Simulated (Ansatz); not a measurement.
## Electron–phonon coupling in Tl

The calculation used DFT PBEsol, scalar-relativistic, plane waves, PAW in Ansatz. Settings: 420 eV plane-wave cutoff, Γ-centred 15×15×8 mesh, Fermi-Dirac smearing of 0.15 eV. No spin polarisation. Phonons by linear response, acoustic sum rule imposed.

The cell, relaxed at this level:
```
Tl
1.0
     3.46249    0.00000    0.00000
    -1.73125    2.99861    0.00000
     0.00000    0.00000    5.51913
Tl
2
Cartesian
  0.0000 1.9991 1.3798
  1.7312 0.9995 4.1393
```

In a metal these results depend on the k mesh and the smearing. Some empty bands missed the eigensolver's threshold. Spin–orbit coupling is left out, which matters for heavy elements. The q mesh is coarse, so values between its points are rough.

Linear response on a 3×3×2 q mesh, Boltzmann equation on a 20×20×12 mesh, no spin–orbit coupling. The run reports that the fine mesh isn't converged, so take the figures as good to some ten per cent.

**Question.** How large is the coupling constant λ?

**Answer.** 0.90.

**Question.** Give the phonon-limited resistivity (μΩ·cm).

**Answer.**
```
T (K)   ρxx   ρyy   ρzz
  100  5.37  5.37  4.01
  200    11    11  8.22
  300  16.7  16.7  12.4
  500  28.1  28.1    21
```

**Question.** What is the product of resistivity and mean free path, the figure of merit for narrow interconnects?

**Answer.** 11.9, 11.9, 8.9 ×10⁻¹⁶ Ω·m² along x, y and z.

**Question.** And the superconducting T_c against μ*?

**Answer.**
| μ* | Allen–Dynes (K) | anisotropic Eliashberg (K) |
| --- | --- | --- |
| 0.08 | 3.43 | 3.34 |
| 0.10 | 3.07 | 2.94 |
| 0.12 | 2.72 | 2.57 |
| 0.13 | 2.55 | 2.39 |
| 0.14 | 2.39 | 2.22 |
| 0.16 | 2.07 | 1.90 |
| 0.20 | 1.50 | 1.33 |